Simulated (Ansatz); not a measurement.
TiGa₃:
```yaml
crystal:
  lattice:
    - [-1.88064, 1.88064, 4.36584]
    - [1.88064, -1.88064, 4.36584]
    - [1.88064, 1.88064, -4.36584]
  atoms:
    - { symbol: Ga, position: [0.50000, 0.50000, 0.00000] }
    - { symbol: Ga, position: [0.75000, 0.25000, 0.50000] }
    - { symbol: Ga, position: [0.25000, 0.75000, 0.50000] }
    - { symbol: Ti, position: [0.00000, 0.00000, 0.00000] }
```

Relaxed with r²SCAN.

Q: Give the Bader charges and basin volumes of the independent atoms, the program Ansatz at the r²SCAN level (PAW).

A: 

```tsv
atom	Bader charge (e)	Bader volume (Å³)
Ga1	-0.47	17.1
Ga2	-0.36	16.8
Ti4	+1.19	11.1
```

Space group I4/mmm. The workflow started from an entry of the Crystallography Open Database (COD). Its standing as an ambient phase is unchecked. The r²SCAN relaxation kept the symmetry of its start; whether a distortion lowers the energy is not shown. No spin polarisation was allowed.

Potentials: the later of the program's two PAW sets.
